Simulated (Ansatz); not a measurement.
## Cold compression of Co (hcp type)

```yaml
crystal:
  lattice:
    - [2.49557, 0.00000, 0.00000]
    - [-1.24778, 2.16122, 0.00000]
    - [0.00000, 0.00000, 4.03010]
  atoms:
    - { symbol: Co, position: [0.33333, 0.66667, 0.25000] }
    - { symbol: Co, position: [0.66667, 0.33333, 0.75000] }
```

The cell comes from a relaxation on PAW files under the same functional.

Its volume is scaled, and at each volume shape and atoms are relaxed on PAW files; all methods then take that cell.

Computed with Ansatz 0.2.0; functional PBE, scalar-relativistic. Settings: a Γ-centred 17×17×10 k mesh, Fermi–Dirac smearing of 0.05 eV, spin-polarised from start moments Co1 1.7, Co2 1.7 μB. Methods: LAPW: all electrons, basis error target 1 meV/atom; PAW: frozen-core files, cutoff 420 eV; crystal datasets: all electrons, by PAW datasets that the program makes for each cell; norm-conserving: pseudopotentials, cutoff 1306 eV; PAW (cutoff 250 eV): frozen-core files, cutoff 250 eV.

Energies are extrapolated to zero smearing and count from the unscaled cell; pressure is positive in compression; gaps take the mesh and a band path. No temperature or zero-point motion is included.

The magnetic state is the one reached from the start moments; other orders weren't searched.

| V/V0 | V (Å³/atom) | P LAPW (GPa) | ΔE LAPW (eV/atom) | P PAW − LAPW (GPa) | ΔE PAW − LAPW (meV/atom) | moment (μB/cell) | space group | shortest distance (Å) |
| --- | --- | --- | --- | --- | --- | --- | --- | --- |
| 1.00 | 10.87 | -0.10 | 0.000 | 0.10 | 0.0 | 3.25 | P6_3/mmc | 2.477 |
| 0.88 | 9.56 | 36.4 | 0.130 | 0.15 | 0.9 | 3.01 | P6_3/mmc | 2.374 |
| 0.78 | 8.48 | 91.9 | 0.555 | 0.02 | 1.8 | 2.55 | P6_3/mmc | 2.280 |
| 0.68 | 7.39 | 187.4 | 1.461 | 0.15 | 2.0 | 0.79 | P6_3/mmc | 2.180 |
| 0.58 | 6.30 | 393.6 | ? | 0.50 | 4.3 | 0.00 | P6_3/mmc | 2.068 |
| 0.50 | 5.43 | 711.9 | 6.254 | 0.51 | 7.4 | 0.00 | P6_3/mmc | 1.969 |
| 0.43 | 4.67 | 1219 | 10.721 | -3.05 | 4.4 | 0.00 | P6_3/mmc | 1.874 |

Problem. Give the missing entry: row "0.58", column "ΔE LAPW (eV/atom)".

Solution. 3.343.

Problem. At the smallest volume, how far do crystal datasets and norm-conserving and PAW (cutoff 250 eV) lie from LAPW in pressure?

Solution. crystal datasets: 0.00 GPa; norm-conserving: -17.77 GPa; PAW (cutoff 250 eV): +2.38 GPa, on a LAPW pressure of 1219 GPa.

Problem. How do the Löwdin populations by LAPW change from the unscaled cell to the last row?

Solution. Co 3s 1.99 → 1.92, Co 4s 0.98 → 0.77, Co 3d 7.82 → 8.19 electrons an atom. These are projections on the shells that the free atoms fill; 0.43 e a cell lies outside them at the start and 0.26 e at the end.

Problem. Where is the magnetism lost?

Solution. By V/V0 = 0.58 (393.6 GPa) the moment has died away, since the bands widen under compression.
